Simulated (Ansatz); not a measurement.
ZnSe (zinc blende)

```yaml
crystal:
  lattice:
    - [0.00000, 2.83304, 2.83304]
    - [2.83304, 0.00000, 2.83304]
    - [2.83304, 2.83304, 0.00000]
  atoms:
    - { symbol: Se, position: [0.75000, 0.75000, 0.75000] }
    - { symbol: Zn, position: [0.00000, 0.00000, 0.00000] }
```

Equation-of-state scan: isotropic scaling of the cell above, V₀ being its volume. Symmetry pins the atoms to their sites.

These are r2SCAN (plane waves to 500 eV, PAW, scalar-relativistic; Ansatz, a quantum-chemistry and plane-wave program) values and carry that method's errors. k mesh 10×10×10 (Γ-centred), Fermi-Dirac smearing 0.05 eV. Compression counts positive. The PAW data are Ansatz's earlier set. ZnSe was relaxed with its symmetry unable to fall.

At one point of the scan the stress tensor (GPa) is:

```
  -5.04     0.00     0.00
   0.00    -5.04     0.00
   0.00     0.00    -5.04
```

Question: Which point is it?
A) V/V₀ = 1.100
B) V/V₀ = 1.050
C) V/V₀ = 1.025
D) V/V₀ = 1.075

Answer: A, V/V₀ = 1.100

(A scan under strain: stresses follow from slopes of the energy per volume, elastic moduli from its curvatures.)
